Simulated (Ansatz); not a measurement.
SrNbO2F in space group P4/mmm (No. 123; Sr on 1d, Nb on 1a, O on 2f, F on 1b) under volume change, r²SCAN in the plane-wave PAW code Ansatz, shape and atoms relaxed at each volume.

```csv
V (Å³/atom),E − E(relaxed) (meV/atom),P (GPa)
12.866,(withheld),(withheld)
13.290,22.8,9.20
13.714,5.4,4.18
14.138,0.0,0.00
14.562,(withheld),(withheld)
14.987,14.9,-5.29
15.411,32.6,-8.08
```

Q: Complete the blanks.

A: 
- 12.866, E − E(relaxed) (meV/atom): 52.3
- 12.866, P (GPa): 14.82
- 14.562, E − E(relaxed) (meV/atom): 4.8
- 14.562, P (GPa): -2.35

Q: What does a third-order Birch–Murnaghan fit give for V₀, B₀ and B′?

A: V₀ = 14.19 Å³/atom, B₀ = 117 GPa, B′ = 5.2.

The start of the workflow was typed in or built on a structure type; neither database checked (COD, Materials Project) lists it. Whether it is the stable phase at ambient conditions was not checked. Symmetry was held in the r²SCAN relaxation; whether a distortion lowers the energy is not shown. Magnetic state: ferromagnetic, the only order run, not a proven ground state. The cell computed holds one magnetic atom, so no antiferromagnetic order was within reach. Other orbital occupations within this spin state were not tried. No Hubbard U is applied.

Potentials: the earlier of the program's two PAW sets. The files were generated under PBE; for other functionals the program regenerates the frozen cores, and for LDA and PBEsol the local potential too.
